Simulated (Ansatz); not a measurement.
KNi₂S₂ (I4/mmm): electronic heat capacity and spin susceptibility from the density of states

Computed with DFT PBEsol, scalar-relativistic, plane waves, PAW (Ansatz).

Settings: cutoff 420 eV, Γ-centred mesh 14×14×14 on the computed 5-atom cell, Gaussian smearing of 0.10 eV; no spin polarisation.

Relaxed cell: I4/mmm, a = 3.739 Å, b = 3.739 Å, c = 12.278 Å, α = 90.00°, β = 90.00°, γ = 90.00°, 5 atoms in the primitive cell. Whether it is the stable form of this composition wasn't checked.

The density of states at the Fermi level is 5.450 states/eV in the cell of 5 atoms (1 formula unit; both spins, tetrahedra on a 21×21×21 mesh). Averaged over bins of 0.1 eV the density runs from 4.6 to 6.5 states/eV within 0.2 eV of the Fermi level, so the figure hangs on the exact place of that level.

What Sommerfeld coefficient and Pauli susceptibility does this give?

Per formula unit N(E_F) = 5.450 states/eV. γ = (π²/3) k_B² N(E_F) N_A = 2.357 mJ/(mol K²) per state/eV, so γ = 12.8 mJ/(mol K²), a mole of formula units. χ_P = μ_B² N(E_F) N_A = 3.23×10⁻⁵ emu/mol per state/eV gives 17.6×10⁻⁵ emu/mol. This is the bare band result: a measured γ of the same phase is as a rule larger by a factor 1 + λ from phonons and spin fluctuations, the spin part of χ is larger by the Stoner factor, and a measured χ also holds orbital and core terms. N(E_F) at one energy is sensitive to the mesh where the density of states has sharp peaks.

A ferromagnetic start lost its moments in a first run, so spin was left out; other magnetic orders weren't tried.